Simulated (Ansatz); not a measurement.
## La₃GaO₃: reading a single point

```
La Ga O
1.0
     0.00000    3.98769    0.00000
     6.73002   -1.99385    0.00000
    -0.99957    1.99385  -10.53227
La Ga O
6 2 6
Direct
  0.61891 0.79292 0.55510
  0.38109 0.20708 0.44490
  0.62741 0.35633 0.10151
  0.37259 0.64367 0.89849
  0.15413 0.10214 0.79388
  0.84587 0.89786 0.20612
  0.12196 0.56169 0.31777
  0.87804 0.43831 0.68223
  0.18910 0.96720 0.58900
  0.81090 0.03280 0.41100
  0.43670 0.07510 0.20170
  0.56330 0.92490 0.79830
  0.16140 0.31050 0.98770
  0.83860 0.68950 0.01230
```

Method: r2SCAN, no spin polarisation; PAW, plane waves to 500 eV, 5×5×5 Γ-centred mesh, fermi-dirac occupations (width 0.1 eV) (Ansatz 0.2.0), atoms fixed.

**Question.** What is the formation energy?

**Answer.** -2.68 eV an atom against the elements' usual phases (free molecules for gases, crystals otherwise, with no correction for O₂ or N₂), so it is bound against them; other compounds may still compete. Relaxing would lower it.

**Question.** Is the cell too large or too small?

**Answer.** The pressure is 8.5 GPa (compression positive), so with the atoms held at these fractions the cell would first expand. The principal stresses 7.6, 7.9, 9.9 GPa differ, so its shape would change too.

**Question.** Describe some of the short contacts.

**Answer.** La–O at 2.25 Å: least valence density 0.58 e/Å³ and ELF 0.25 there. Ga–La at 3.24 Å: least valence density 0.15 e/Å³ and ELF 0.20 there. Ga–O at 3.73 Å: least valence density 0.07 e/Å³ and ELF 0.09 there. Both are smooth PAW fields, read partly inside the augmentation spheres.

**Question.** What happens at the Fermi level?

**Answer.** It is a metal, with about 7.7 states/eV a cell as the mean within 0.25 eV of the Fermi level, mostly Ga p (47 %) and La d (31 %).

Origin: a known structure type with other elements, at an estimated volume, so it need not be a known compound. Caveats: many states at the Fermi level without spin polarisation, so a magnetic state may lie lower; the k mesh is coarse if the cell is a metal; f levels without a U or exact exchange are poorly placed.
